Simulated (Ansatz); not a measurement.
Here is the system:

Ge (diamond)

```
CELL_PARAMETERS angstrom
      0.00000     2.88111     2.88111
      2.88111     0.00000     2.88111
      2.88111     2.88111     0.00000
ATOMIC_POSITIONS crystal
  Ge 0.50000 0.50000 0.50000
  Ge 0.75000 0.75000 0.75000
```

Equation-of-state scan: isotropic scaling of the cell above, V₀ being its volume. Symmetry pins the atoms to their sites.

The numbers are results of PBE (plane waves to 420 eV, PAW, scalar-relativistic; Ansatz, an electronic-structure program), not measurements. k mesh 14×14×14 (Γ-centred), Fermi-Dirac smearing 0.05 eV. Energies are smeared free energies. Compression counts positive. Ge was relaxed with its symmetry unable to fall. The PAW data are Ansatz's earlier set. ΔE is measured from the relaxed starting cell.

The scan covers V/V₀ from 0.840 to 1.160 in 9 points.

Question: What is ΔE at V/V₀ = 1.160?

Answer: 84 meV/atom.

Question: What is ΔE at V/V₀ = 0.840?

Answer: 157 meV/atom.

Question: What pressure does the cell carry at V/V₀ = 0.840?

Answer: 15.6 GPa.

(A scan under strain: stresses follow from slopes of the energy per volume, elastic moduli from its curvatures.)
